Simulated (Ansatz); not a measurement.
Be$_{2}$C:
```cif
data_C4Be8
_chemical_formula_sum 'Be8 C4'
_space_group_name_H-M_alt 'Fm-3m'
_space_group_IT_number 225
_space_group_name_Hall '-F 4 2 3'
_cell_length_a 4.26773
_cell_length_b 4.26773
_cell_length_c 4.26773
_cell_angle_alpha 90.000
_cell_angle_beta 90.000
_cell_angle_gamma 90.000
loop_
_atom_site_label
_atom_site_type_symbol
_atom_site_symmetry_multiplicity
_atom_site_Wyckoff_symbol
_atom_site_fract_x
_atom_site_fract_y
_atom_site_fract_z
_atom_site_occupancy
Be1 Be 8 c 0.25000 0.25000 0.25000 1
C1 C 4 a 0.00000 0.00000 0.00000 1
```
(The calculation used a cell of 3 atoms; values per cell refer to that cell.)

Relaxed with LDA.

### Question
Give the optical modes at the zone centre with their infrared and Raman activity from DFPT, DFT-LDA in the program Ansatz with PAW potentials.

### Answer
Transverse frequencies, without the LO–TO term; a row sums one degenerate level.

```csv
ω (cm⁻¹),degeneracy,IR ((D/Å)²/amu),Raman (Å⁴/amu),activity,symmetry
675,3,88.74,0,IR,T1u
722,3,0.00,1.8,Raman,T2g
```

### Question
How high does the top mode go among those that the LO–TO term moves?

### Answer
965 cm⁻¹ for q along x.

The LDA relaxation kept the symmetry of its start.

Potentials: the earlier of the program's two PAW sets. The files were generated under PBE; for other functionals the program regenerates the frozen cores, and for LDA and PBEsol the local potential too.
